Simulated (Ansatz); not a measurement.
Theory: DFT PBE, scalar-relativistic, plane waves, PAW in Ansatz. All cells share a 420 eV cutoff and Γ-centred k meshes spaced at most about 0.3 Å⁻¹ (2π included). No spin polarisation in the final relaxations.

All energies are static (0 K, no zero-point motion). All come from trial cells, and lower structures may exist.

Question: Which of these relaxed structures of Be2ZnSe3 is the lowest in energy?
A.

Space group I-4m2 (No. 119). a = 3.774 Å, b = 3.774 Å, c = 16.257 Å, α = 90.00°, β = 90.00°, γ = 90.00°
```tsv
atom	site	symmetry	x	y	z
Be	4e	2mm.	0.5000	0.5000	0.3280
Zn	2b	-4m2	0.5000	0.5000	0.0000
Se	4f	2mm.	0.5000	0.0000	0.4045
Se	2c	-4m2	0.0000	0.5000	0.2500
```

B.

Space group P3m1 (No. 156). a = 3.790 Å, b = 3.790 Å, c = 9.341 Å, α = 90.00°, β = 90.00°, γ = 120.00°
```tsv
atom	site	symmetry	x	y	z
Be	1c	3m.	0.6667	0.3333	0.3418
Be	1b	3m.	0.3333	0.6667	0.6576
Zn	1a	3m.	0.0000	0.0000	0.9964
Se	1c	3m.	0.6667	0.3333	0.1034
Se	1b	3m.	0.3333	0.6667	0.4177
Se	1a	3m.	0.0000	0.0000	0.7332
```

Answer: A. It has Be and Zn ordered on zinc blende sites, space group I-4m2 (No. 119); the next, B, with Be and Zn ordered on zinc blende sites, space group P3m1 (No. 156), lies 15 meV/atom higher. Counting Se atoms around Be and Zn (those within 1.25 times the shortest such distance or 1.15 times the sum of covalent radii), the lowest and the next both have Be 4, Zn 4.

With atoms moved at random, I-4m2 came back. Other cells relaxed within their symmetry can be saddle points. Some structure types and database cells were kept out of the candidates from the start, so a known form may be missing.
